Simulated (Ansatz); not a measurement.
LuCd (Pm-3m): from strained cells to moduli

```
Lu Cd
1.0
     3.60892    0.00000    0.00000
     0.00000    3.60892    0.00000
     0.00000    0.00000    3.60892
Lu Cd
1 1
Direct
  0.50000 0.50000 0.50000
  0.00000 0.00000 0.00000
```

Conventional cell: a = 3.609 Å, b = 3.609 Å, c = 3.609 Å, α = 90.00°, β = 90.00°, γ = 90.00°. Lu (atom 1) has 8 Cd at 3.13 Å as nearest neighbours. Around Cd (atom 2) lie 8 Lu at 3.13 Å.

Level of theory, where no other is named: PBEsol, all-electron LAPW in Ansatz 0.2.0, scalar-relativistic. k mesh 12×12×12, Fermi-Dirac smearing of 0.050 eV, basis error target 0.5 meV/atom. The cell was relaxed by PAW under this functional. The structure is one entry of a database and needn't be the stable phase.

The cell is cubic and carries a residual pressure of -0.05 GPa at this level. Each strain component that symmetry leaves independent is applied at ±0.005, the ions relax wherever a strain frees them, and the stress (tension positive, GPa) is read. Shears are engineering strains, γ = 2ε.

```csv
strain,size,σxx,σyy,σzz,σyz,σxz,σxy
xx,-0.005,-0.3916,-0.2618,-0.2618,0.0000,0.0000,0.0000
xx,+0.005,0.4776,0.3481,0.3481,0.0000,0.0000,0.0000
yz,-0.005,0.0436,0.0472,0.0472,-0.2723,0.0000,0.0000
yz,+0.005,0.0436,0.0472,0.0472,0.2723,0.0000,0.0000
```

A central difference gives one constant, for example C11 ≈ (0.4776 − (-0.3916))/(0.01) = 86.9 GPa; the program then imposes the crystal's symmetry on the whole matrix.

Task: What are the independent elastic constants?

Result: C11 = 86.9, C12 = 61.0, C44 = 54.5 GPa.

Task: Do they meet the Born conditions?

Result: C11 − C12 = 25.9, C11 + 2C12 = 208.9 and C44 = 54.5 GPa must all be positive, so the crystal is elastically stable; that says nothing yet of its phonons.

Task: What moduli does a random aggregate of grains have?

Result: B = (C11 + 2C12)/3 = 69.6 GPa. G_V = (C11 − C12 + 3C44)/5 = 37.9 and G_R = 5(C11 − C12)C44/(4C44 + 3(C11 − C12)) = 23.9, so G_H = 30.9 GPa. Then E = 9BG/(3B + G) = 80.7 GPa, ν = (3B − 2G)/(6B + 2G) = 0.307 and B/G = 2.26, on the ductile side of Pugh's 1.75 (a rule of thumb).

Task: With the density of 10.153 g/cm³, how fast does sound travel, and what Debye temperature follows?

Result: 

```tsv
direction	slow (m/s)	middle (m/s)	fast (m/s)
[100]	2316	2316	2926
[110]	1130	2316	3556
[111]	1625	1625	3743
```

The mean of v⁻³ over directions and branches gives v_m = 1881 m/s and θ_D = (ħ/k_B) v_m (6π²n)^(1/3) = 196 K, n being atoms per volume. Young's modulus spans 37 to 130 GPa over directions, and the universal anisotropy index is 2.93.

Task: How far do the constants move if PAW replaces LAPW in the same cell?

Result: 

```tsv
constant	LAPW (GPa)	PAW (GPa)	difference
C11	86.9	86.8	-0.1
C12	61.0	61.0	0.0
C44	54.5	54.4	-0.1
```

Task: What happens at 20 GPa (cell relaxed there)?

Result: The volume falls to 0.8278 of its value, and C11 = 162.0, C12 = 142.4, C44 = 86.9 GPa (slopes of the stress), in this structure whether or not another phase takes over.

Keep in mind: responses of metals move with mesh and smearing; the frozen-core PAW files of the compared runs were fitted under PBE, their cores solved anew for this functional.
